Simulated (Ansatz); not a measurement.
**Notes on CaYb$_{2}$Cd$_{2}$**

```
Cd Ca Yb
1.0
     2.23351    3.86855    0.00000
    -2.23351    3.86855    0.00000
     0.00000    0.00000    7.34337
Cd Ca Yb
2 1 2
Direct
  0.33330 0.33340 0.63690
  0.66670 0.66660 0.36310
  0.00000 0.00000 0.00000
  0.33330 0.33340 0.24050
  0.66670 0.66660 0.75950
```

Single point in Ansatz 0.2.0 with PBE, with U_eff = 2.99 eV on Cd d (all-electron-ortho-atomic projectors), spin-orbit coupling. Cutoff 420 eV, PAW datasets, 5×5×3 Γ-centred k mesh, fermi-dirac filling (width 0.0861 eV).

The state carries no moments; the state need not be the lowest.

(1) Where is the largest force?

(2) What does the stress say?

(3) How is the charge shared?

(4) What happens at the Fermi level?

Origin: a known structure type with other elements, at an estimated volume, so it need not be a known compound. Caveats: started without moments under time reversal, so no moment could form; the k mesh is coarse if the cell is a metal; atoms or cell far from equilibrium.

It took 2.7 min on 2 threads of Intel(R) Xeon(R) Platinum 8375C CPU @ 2.90GHz (Ice Lake) (shared host), peak memory 2.6 GiB, starting from a saved density. The time holds forces, stress, Bader, DOS, bands, ELF.

## Answers

(1) The largest is on Yb4 (and as large on other atoms): 1.08 eV/Å, components (0.00, 0.00, -1.08). It makes 109° with the line to a nearest neighbour, Cd2 at 2.73 Å.

(2) The pressure is 15.1 GPa (compression positive), so with the atoms held at these fractions the cell would first expand; the forces are large, so a full relaxation may end otherwise. The principal stresses 11.5, 16.9, 16.9 GPa differ, so its shape would change too.

(3) Bader charges in e: Ca +0.72, Yb +0.70, Cd -1.06. In the mean Ca gives up most and Cd takes most.

(4) It is a metal, with about 8 states/eV a cell as the mean within 0.25 eV of the Fermi level, mostly Yb f (49 %) and Yb d (34 %).
